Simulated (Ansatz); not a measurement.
Ansatz 0.2.0, relaxation: BiBCl₆

Launch command:

```bash
ansatz run input.yaml --threads 2 --pin off --max-ram 2560MiB --backend cpu --events-out ev --progress --plain --runs-dir out
```

Input:

```yaml
crystal:
  lattice:
    - [4.275678, 2.468561, 2.915877]
    - [-4.275678, 2.468561, 2.915877]
    - [0.0, -4.937133, 2.915877]
  atoms:
    - { symbol: Bi, position: [0.0, 0.0, 0.0] }
    - { symbol: B, position: [0.5, 0.5, 0.5] }
    - { symbol: Cl, position: [0.716, 0.789, 0.103] }
    - { symbol: Cl, position: [0.103, 0.716, 0.789] }
    - { symbol: Cl, position: [0.789, 0.103, 0.716] }
    - { symbol: Cl, position: [0.284, 0.211, 0.897] }
    - { symbol: Cl, position: [0.897, 0.284, 0.211] }
    - { symbol: Cl, position: [0.211, 0.897, 0.284] }
  symmetry: { tolerance: 0.0003 }
kpoints:
  mp_grid: { grid: [4, 4, 4], shift: [0, 0, 0] }
magnetization:
  spin_polarized: false
scf:
  occupations: { method: fermi_dirac }
  lower_state_search: "off"
hamiltonian:
  pseudopotentials: { kind: paw }
  xc: pbesol
basis:
  ecutwfc: 420
  fft_grid_basis: typed
relax:
  max_steps: 40
  cell: { p_target: 0.0 }
output:
  forces: true
  stress: true
  eigenvalues: true
  bader: true
  populations: true
  elf: true
  write_potential: true
  volumetric_format: npy
  dos:
    e_range: [-12, 8]
    de: 0.05
    projected: { site_lists: { B: [B], Bi: [Bi], Cl: [Cl] } }
checkpoint:
  read: saved_state
```

Origin of the cell: a known structure type with other elements, at an estimated volume, so it need not be a known compound.

The smearing width isn't typed, so it takes its default of 0.1 eV.

The saved state is a converged single point of the same cell.

Excerpt of the output:

```
Warning: crystal.lattice misses the space group found at crystal.symmetry.tolerance 3.0e-4 in a digit that the deck types, which is why this is a warning: making the lattice exact moves one o […]
Pseudopotentials: kind: paw
Pseudopotential: Bi, paw, valence charge 15, recommended cutoff 420 eV (normal), Bi.paw.azcp
Pseudopotential: B, paw, valence charge 3, recommended cutoff 420 eV (normal), B.paw.azcp
Pseudopotential: Cl, paw, valence charge 7, recommended cutoff 420 eV (normal), Cl.paw.azcp
Functional definition: PBEsol
  exchange = pbesol_x
  correlation = pbesol_c
Crystal: 8 atoms, lattice volume = 184.659 Å³
Basis set: ecut = 420 eV, 3615 PW (Γ), exchange–correlation on 80×80×80 points (8 copies of the dense FFT grid, shifted against one another)
Bands: 38, of which v1, the nominal top of the filled ones, is band 30 counted from 1 (29 counted from 0)
Symmetry: 6 space group operations
Space group: R-3 (ITA 148), of the structure as read, at distance tolerance 1.7e-3 Å
[… 11 lines left out …]
Initial density: read from a saved state, or passed on in memory by an earlier SCF of this step, an earlier step, the calling program or the single point that the run made first
Functional: x = pbesol(κ = 0.804, μ = 0.123457), c = pbesol(β = 0.046)
SCF iter   1: F=—  HF=-18748.018227 eV  Δρ=5.56e-4  dr2=4.91e-4
SCF iter   2: F=—  HF=-18748.018814 eV  Δρ=2.76e-4  dr2=6.27e-5
SCF iter   3: F=—  HF=-18748.019042 eV  Δρ=7.66e-5  dr2=8.23e-6
SCF iter   4: F=—  HF=-18748.019059 eV  Δρ=1.47e-5  dr2=4.34e-7
SCF iter   5: F=-18748.019059 eV  HF=-18748.019059 eV  Δρ=4.43e-6  dr2=3.34e-8
relax step   1: F+E_penalty+E_count = -18748.019059 eV  Δ(F+E_penalty+E_count) = +0.000e0 eV  max|allowed force component| = 8.407e0 eV/Å  Δτ_max = 0.0000 Å  P = +37.999 GPa  Ω = 184.659 Å³ […]
relax step   2: F+E_penalty+E_count = -18756.582318 eV  Δ(F+E_penalty+E_count) = -8.563e0 eV  max|allowed force component| = 1.547e0 eV/Å  Δτ_max = 0.1965 Å  P = +8.060 GPa  Ω = 198.116 Å³  e […]
relax step   3: F+E_penalty+E_count = -18757.383971 eV  Δ(F+E_penalty+E_count) = -8.017e-1 eV  max|allowed force component| = 8.685e-1 eV/Å  Δτ_max = 0.1826 Å  P = +2.907 GPa  Ω = 207.158 Å³ […]
relax step   4: F+E_penalty+E_count = -18757.722264 eV  Δ(F+E_penalty+E_count) = -3.383e-1 eV  max|allowed force component| = 2.491e-1 eV/Å  Δτ_max = 0.1097 Å  P = +0.737 GPa  Ω = 201.545 Å³ […]
relax step   5: F+E_penalty+E_count = -18757.873465 eV  Δ(F+E_penalty+E_count) = -1.512e-1 eV  max|allowed force component| = 1.286e-1 eV/Å  Δτ_max = 0.1025 Å  P = +0.248 GPa  Ω = 194.292 Å³ […]
relax step   6: F+E_penalty+E_count = -18758.037589 eV  Δ(F+E_penalty+E_count) = -1.641e-1 eV  max|allowed force component| = 2.052e-1 eV/Å  Δτ_max = 0.1304 Å  P = +0.489 GPa  Ω = 192.220 Å³ […]
relax step   7: F+E_penalty+E_count = -18758.373169 eV  Δ(F+E_penalty+E_count) = -3.356e-1 eV  max|allowed force component| = 1.363e-1 eV/Å  Δτ_max = 0.1788 Å  P = +0.771 GPa  Ω = 198.786 Å³ […]
relax step   8: F+E_penalty+E_count = -18758.673082 eV  Δ(F+E_penalty+E_count) = -2.999e-1 eV  max|allowed force component| = 1.741e-1 eV/Å  Δτ_max = 0.1491 Å  P = +1.680 GPa  Ω = 202.658 Å³ […]
relax step   9: F+E_penalty+E_count = -18759.130050 eV  Δ(F+E_penalty+E_count) = -4.570e-1 eV  max|allowed force component| = 7.176e-1 eV/Å  Δτ_max = 0.1352 Å  P = +1.186 GPa  Ω = 207.590 Å³ […]
relax step  10: F+E_penalty+E_count = -18760.160353 eV  Δ(F+E_penalty+E_count) = -1.030e0 eV  max|allowed force component| = 1.729e0 eV/Å  Δτ_max = 0.1738 Å  P = +1.182 GPa  Ω = 203.547 Å³  e […]
relax step  11: F+E_penalty+E_count = -18761.506845 eV  Δ(F+E_penalty+E_count) = -1.346e0 eV  max|allowed force component| = 1.893e0 eV/Å  Δτ_max = 0.1948 Å  P = +1.685 GPa  Ω = 200.114 Å³  e […]
relax step  12: F+E_penalty+E_count = -18762.845330 eV  Δ(F+E_penalty+E_count) = -1.338e0 eV  max|allowed force component| = 1.225e0 eV/Å  Δτ_max = 0.1952 Å  P = +1.322 GPa  Ω = 202.938 Å³  e […]
[… 2 lines left out …]
relax step  15: F+E_penalty+E_count = -18763.482056 eV  Δ(F+E_penalty+E_count) = -3.631e-2 eV  max|allowed force component| = 3.431e-1 eV/Å  Δτ_max = 0.0907 Å  P = -1.813 GPa  Ω = 202.111 Å³ […]
relax step  16: F+E_penalty+E_count = -18763.554671 eV  Δ(F+E_penalty+E_count) = -7.261e-2 eV  max|allowed force component| = 1.649e-1 eV/Å  Δτ_max = 0.1000 Å  P = -0.960 GPa  Ω = 198.387 Å³ […]
relax step  17: F+E_penalty+E_count = -18763.575803 eV  Δ(F+E_penalty+E_count) = -2.113e-2 eV  max|allowed force component| = 1.012e-1 eV/Å  Δτ_max = 0.0760 Å  P = -0.421 GPa  Ω = 194.306 Å³ […]
relax step  18: F+E_penalty+E_count = -18763.580538 eV  Δ(F+E_penalty+E_count) = -4.735e-3 eV  max|allowed force component| = 8.606e-3 eV/Å  Δτ_max = 0.0304 Å  P = -0.022 GPa  Ω = 194.495 Å³ […]
relax step  19: F+E_penalty+E_count = -18763.637924 eV  Δ(F+E_penalty+E_count) = -5.739e-2 eV  max|allowed force component| = 1.440e-2 eV/Å  Δτ_max = 0.0000 Å  P = +0.357 GPa  Ω = 194.495 Å³  stress off target by 5.36e-1 GPa […]
relax step  20: F+E_penalty+E_count = -18763.668231 eV  Δ(F+E_penalty+E_count) = -3.031e-2 eV  max|allowed force component| = 1.550e-2 eV/Å  Δτ_max = 0.0506 Å  P = +0.134 GPa  Ω = 207.604 Å³ […]
relax step  21: F+E_penalty+E_count = -18763.672265 eV  Δ(F+E_penalty+E_count) = -4.035e-3 eV  max|allowed force component| = 1.747e-2 eV/Å  Δτ_max = 0.0223 Å  P = +0.070 GPa  Ω = 213.849 Å³ […]
relax step  22: F+E_penalty+E_count = -18763.671365 eV  Δ(F+E_penalty+E_count) = +9.003e-4 eV  max|allowed force component| = 4.454e-2 eV/Å  Δτ_max = 0.0206 Å  P = -0.056 GPa  Ω = 218.708 Å³ […]
relax step  23: F+E_penalty+E_count = -18763.672388 eV  Δ(F+E_penalty+E_count) = -1.023e-3 eV  max|allowed force component| = 7.240e-3 eV/Å  Δτ_max = 0.0148 Å  P = -0.040 GPa  Ω = 220.352 Å³ […]
relax step  24: F+E_penalty+E_count = -18763.672844 eV  Δ(F+E_penalty+E_count) = -4.559e-4 eV  max|allowed force component| = 2.993e-3 eV/Å  Δτ_max = 0.0103 Å  P = -0.003 GPa  Ω = 219.657 Å³ […]
relax step  25: F+E_penalty+E_count = -18763.673064 eV  Δ(F+E_penalty+E_count) = -2.201e-4 eV  max|allowed force component| = 1.661e-3 eV/Å  Δτ_max = 0.0109 Å  P = +0.004 GPa  Ω = 219.097 Å³ […]
relax step  26: F+E_penalty+E_count = -18763.677701 eV  Δ(F+E_penalty+E_count) = -4.637e-3 eV  max|allowed force component| = 2.180e-3 eV/Å  Δτ_max = 0.0000 Å  P = +0.004 GPa  Ω = 219.097 Å³  stress off target by 4.39e-3 GPa […]
SCF 26 converged in 7 iterations: F = -18763.677701 eV  dr2 = 6.33e-11
basis re-selected at this cell: Δ(F+E_penalty+E_count) = -4.637e-3 eV, ΔP = -0.000 GPa vs the last step (what re-selecting the basis moved, of the pressure what is left beyond the Pulay corre […]
SCF converged after 7 iterations
Free energy (F): -18763.677701 eV
Harris-Foulkes:  -18763.677701 eV  (|F-HF|=1.82e-11)
Internal energy: -18763.677700 eV  (E = F + TS)
E sigma→0 (E₀):  -18763.677700 eV
Entropy (-TS):   -0.000001 eV (-0.000 meV/atom)
Fermi energy:    3.484233 eV
--- Per-component energies (eV) ---
  E_band       = -378.277856
  E_kinetic    = 1306.594779
  E_local      = -4141.693613  (includes V_loc(G=0)·N_el)
  E_nonlocal   = 750.159983
  E_hartree    = 1442.247364
  E_xc         = -815.139110
  E_vxc        = -906.215946  (∫ρ·V_xc dr)
  E_paw        = -14433.540021  (= ΣΔE_a)
  E_vpaw       = -271.618084  (= ΣTr[D̂ρ^β])
  E_aug_tail   = 0.000124  (compensation charges beyond the density's cutoff)
  E_ewald      = -2872.882261
  E_core_change = 0.575056  (= ΣΔE_core)
  E_smearing   = -0.000001  (= −TS)
  Σ components = -18763.677701   (vs F -18763.677701, Δ=0.00e0)
--- Forces (eV/Å), atoms counted from 1 ---
  atom   1  Bi     0.000000     0.000000     0.000000
  atom   2  B      0.000000     0.000000     0.000000
  atom   3  Cl     0.001021     0.001928    -0.000493
  atom   4  Cl    -0.002180    -0.000080    -0.000493
  atom   5  Cl     0.001159    -0.001849    -0.000493
  atom   6  Cl    -0.001021    -0.001928     0.000493
  atom   7  Cl     0.002180     0.000080     0.000493
  atom   8  Cl    -0.001159     0.001849     0.000493
  max |Σ_I F_I| component: 1.08e-18 eV/Å
--- Stress (GPa, compression-positive) ---
        0.004392      -0.000000      -0.000000
        0.000000       0.004392       0.000000
        0.000000       0.000000       0.003852
  P = ⅓ Tr σ = 0.0042 GPa (0.042 kbar)
--- Relaxed structure (24 steps of the walk, 23 accepted, 2 SCFs on fresh bases) ---
  F+E_penalty+E_count = -18763.677701 eV   max|allowed force component| = 2.180e-3 eV/Å   (the final SCF, on the basis selected at the relaxed cell)
  cell:  # Å, volume = 219.0969 Å³
    - [5.406210, 3.121276, 2.164015]
    - [-5.406210, 3.121276, 2.164015]
    - [-6.448e-18, -6.242555, 2.164009]
  atoms:
    - { symbol: Bi, position: [-8.828e-19, 2.565e-18, 2.156e-19] }
    - { symbol: B, position: [0.500000, 0.500000, 0.5] }
    - { symbol: Cl, position: [0.507161, 0.724044, -0.171086] }
    - { symbol: Cl, position: [-0.171086, 0.507161, 0.724044] }
    - { symbol: Cl, position: [0.724044, -0.171086, 0.507161] }
    - { symbol: Cl, position: [0.492839, 0.275956, 1.171086] }
    - { symbol: Cl, position: [1.171086, 0.492839, 0.275956] }
    - { symbol: Cl, position: [0.275956, 1.171086, 0.492839] }
--- Löwdin populations: 8 sites ---
  site symbol       q [e]
     0     Bi     13.8358
     1      B      2.8883
     2     Cl      7.1579
     3     Cl      7.1579
     4     Cl      7.1579
     5     Cl      7.1579
     6     Cl      7.1579
     7     Cl      7.1579
  spilling = 0.005479 (of n_electrons = 60.000000)
--- Bader charges: 8 sites ---
  site symbol  charge [e]  shift [e]
     0     Bi      1.6360     0.0005
     1      B      1.3182     0.0046
     2     Cl     -0.4924     0.0007
     3     Cl     -0.4924     0.0007
     4     Cl     -0.4924     0.0007
     5     Cl     -0.4924     0.0007
     6     Cl     -0.4924     0.0007
     7     Cl     -0.4924     0.0007
  estimated error of the sums over rays = 2.3e-4 e
```

Before:

Space group R-3 (No. 148); the run's cell has a = 5.734 Å, b = 5.734 Å, c = 5.734 Å, α = 96.44°, β = 96.44°, γ = 96.44°. Shortest distances: Bi–Cl 2.10 Å, Cl–Cl 2.88 Å, B–Cl 3.24 Å.

The relaxed structure.

Space group R-3 (No. 148); the run's cell has a = 6.607 Å, b = 6.607 Å, c = 6.607 Å, α = 109.82°, β = 109.82°, γ = 109.82°. Shortest distances: B–Cl 2.15 Å, Bi–Cl 2.70 Å, Cl–Cl 3.00 Å, B–Bi 3.25 Å.

* Free energy lowered by: 1957.3 meV/atom
* Volume change: 18.65 %
* Final pressure: 0.00 GPa
* Relaxation steps listed: 26
* Formation energy (elements under the same functional, gases as molecules, uncorrected): -0.592 eV/atom

Caveats: no spin-orbit coupling, though heavy elements are present; the given cell is far from equilibrium, with atoms too close or a volume far off; the relaxation held the start's symmetry, so the end may be a saddle point.

It ran for 2.2 min on 2 threads of Arm Neoverse V1, with other jobs on the host, peak memory 0.54 GiB, from a saved density.
